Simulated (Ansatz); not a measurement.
4 guesses for ErH4 and where they end

Method: DFT PBE, scalar-relativistic, plane waves, PAW, and for the lanthanide a 4f-in-core norm-conserving potential, in Ansatz 0.2.0. All cells share a 770 eV cutoff and Γ-centred k meshes spaced at most about 0.3 Å⁻¹ (about 0.25 or finer for metals, 2π included). No spin polarisation in the final relaxations.

Each guess was relaxed in cell and atoms at zero pressure, within the symmetry of its start. These are static total energies at zero pressure. Coordination counts H atoms around Er (those within 1.25 times the shortest such distance or 1.15 times the sum of covalent radii, 1.27 where that leaves under three).

```
guess   made from  start group  V start (Å³/atom)  end group  V end (Å³/atom)  coordination at the end  gap on mesh (eV)  E over the lowest end (meV/atom)
    1   PbF4 type       I4/mmm               10.4     I4/mmm             10.4                     Er 6                 0                               400
    2  CrAu4 type         I4/m               10.3     I4/mmm              7.1                    Er 16                 0                                 0
    3  SrGa4 type       I4/mmm               11.3     I4/mmm              7.2                    Er 18                 0                                43
    4   Ni4N type        Pm-3m               11.3          ?                ?                        ?                 ?                                 ?
```

Guess 4 as it starts:

```yaml
crystal:
  lattice:
    - [3.83474, 0.00000, 0.00000]
    - [0.00000, 3.83474, 0.00000]
    - [0.00000, 0.00000, 3.83474]
  atoms:
    - { symbol: Er, position: [0.50000, 0.50000, 0.50000] }
    - { symbol: H, position: [0.00000, 0.00000, 0.00000] }
    - { symbol: H, position: [0.50000, 0.50000, 0.00000] }
    - { symbol: H, position: [0.50000, 0.00000, 0.50000] }
    - { symbol: H, position: [0.00000, 0.50000, 0.50000] }
```

Problem. Predict the end of this guess and its energy over the lowest end.

Solution. It ends in space group Pm-3m (No. 221), with a = 4.073 Å, 13.5 Å³/atom and no gap. It lies 0.48 eV/atom over the lowest end, above guess 1 and so the highest of the set. Counting H atoms around Er, this end has Er 6 and the lowest (guess 2) has Er 16.

```cif
data_structure
_symmetry_space_group_name_H-M 'Pm-3m'
_symmetry_Int_Tables_number 221
_cell_length_a 4.0728
_cell_length_b 4.0728
_cell_length_c 4.0728
_cell_angle_alpha 90.000
_cell_angle_beta 90.000
_cell_angle_gamma 90.000
_cell_volume 67.56
loop_
_atom_site_label
_atom_site_type_symbol
_atom_site_symmetry_multiplicity
_atom_site_Wyckoff_symbol
_atom_site_fract_x
_atom_site_fract_y
_atom_site_fract_z
_atom_site_occupancy
Er1 Er 1 b 0.50000 0.50000 0.50000 1
H1 H 1 a 0.00000 0.00000 0.00000 1
H2 H 3 c 0.50000 0.50000 0.00000 1
```

Formation energies are uncorrected and refer to the elements' standard structures at the same level (H₂ as a molecule).

Problem. Is the lowest end bound against the elements?

Solution. Yes: its formation energy is −0.15 eV/atom. Whether it is stable depends on the other phases of the system, which aren't compared here.

H stands nearly free of neighbours here, and without spin polarisation the energy of such atoms comes out too high. With hydrogen, zero-point motion can shift formation energies by some tens of meV/atom. Cells relaxed within their symmetry can be saddle points. A lower structure may well exist outside this small set. Some types were kept out of the candidates beforehand, so the set may lack a known form.

The lanthanide is trivalent by construction, without f bands, f moments or other valences. The reference runs of the other elements, and any phases without the lanthanide, used 420 eV, which shifts energies against them by under 10 meV/atom. The lanthanide's reference is the lowest of its hcp, dhcp and fcc cells.
